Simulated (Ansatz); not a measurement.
Ga2O3:
```xyz
10
Lattice="2.5290 1.4601 4.5413 -2.5290 1.4601 4.5413 0.0000 -2.9202 4.5413" Properties=species:S:1:pos:R:3 pbc="T T T"
Ga     0.0000     0.0000    11.6599
Ga     0.0000     0.0000     1.9640
Ga     0.0000     0.0000     8.7760
Ga     0.0000     0.0000     4.8479
O      0.7665     1.5925     5.6766
O     -0.7665    -1.5925     7.9473
O     -1.7624    -0.1324     5.6766
O      1.7624     0.1324     7.9473
O      0.9959    -1.4601     5.6766
O     -0.9959     1.4601     7.9473
```

Plane-wave PAW PBE (Ansatz code) gives a gap of 2.40 eV without spin–orbit coupling, maximum on the Γ–S0 line, 45 % of the way from Γ, minimum at Γ.

Q: What happens when spin–orbit coupling is switched on?

A: The gap stays essentially unchanged, to 2.40 eV; maximum on the Γ–S0 line, 45 % of the way from Γ, minimum at Γ.

Q: Give the electron effective mass with spin–orbit coupling.

A: 0.21 mₑ (isotropic).

Q: Give the hole effective mass with spin–orbit coupling.

A: 0.71, 2.2, 3.6 mₑ (principal values).

Space group R-3c (corundum). Symmetry was held in the PBE relaxation.

Potentials: the earlier of the program's two PAW sets.
